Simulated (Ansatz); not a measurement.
Theory: Ansatz 0.2.0, DFT PBE, scalar-relativistic, plane waves, PAW. All cells share a 420 eV cutoff and Γ-centred k meshes spaced at most about 0.3 Å⁻¹ (about 0.25 or finer for metals, 2π included). No spin polarisation in the final relaxations.

All energies are static (0 K, no zero-point motion).

Two forms of Si3Sn were relaxed alike.

A. Space group Im-3m (No. 229), cubic, a = 5.391 Å. Si has 2 Sn at 2.70 Å and 4 Si at 2.70 Å; Sn is surrounded by 6 Si at 2.70 Å.

B. Space group Cccm (No. 66), orthorhombic, a = 5.552 Å, b = 7.607 Å, c = 7.535 Å. Si on a site of symmetry 2/m has 4 Si at 2.68 Å and 2 Sn at 2.78 Å; Si on a site of symmetry 2 has 1 Si at 2.45 Å, 2 Si at 2.68 Å, 2 Sn at 2.68 Å and 1 Si at 3.10 Å; Sn is surrounded by 6 Si at 2.68–2.78 Å.

Problem. Which form is favoured at zero pressure, and by what margin per atom?

Solution. They are level within the accuracy (3 meV/atom apart, with B the lower in these runs). A has space group Im-3m (No. 229), 19.6 Å³/atom and no gap on its mesh; B has space group Cccm (No. 66), 19.9 Å³/atom and no gap. Even the lower one lies +0.46 eV/atom against the reference forms of the elements (uncorrected), so neither is stable at this level. Both come from invented guesses.

The k mesh leaves some 4 meV/atom of noise in the energy of each metallic cell. Cells relaxed within their symmetry can be saddle points. The Cccm cell of Si3Sn came from shaking the Im-3m one.
